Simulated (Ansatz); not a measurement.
**W: reading a single point**

```xyz
1
Lattice="-1.5994 1.5994 1.5994 1.5994 -1.5994 1.5994 1.5994 1.5994 -1.5994" Properties=species:S:1:pos:R:3 pbc="T T T"
W     0.0000    0.0000    0.0000
```

Method: r2SCAN, no spin polarisation; PAW, plane waves to 500 eV, 15×15×15 Γ-centred mesh, fermi-dirac occupations (width 0.1 eV) (Ansatz 0.2.0), atoms fixed.

**Stress.** The pressure is -8.5 GPa (compression positive), so with the atoms held at these fractions the cell would first shrink.
**Contacts.** W–W at 2.77 Å: least valence density 0.40 e/Å³ and ELF 0.38 there. These are pseudo-fields; inside the PAW spheres they differ from the all-electron ones.
**At the Fermi level.** It is a metal, with about 0.35 states/eV a cell as the mean within 0.25 eV of the Fermi level, mostly W d (86 %).

Origin: a database entry at a rescaled volume.
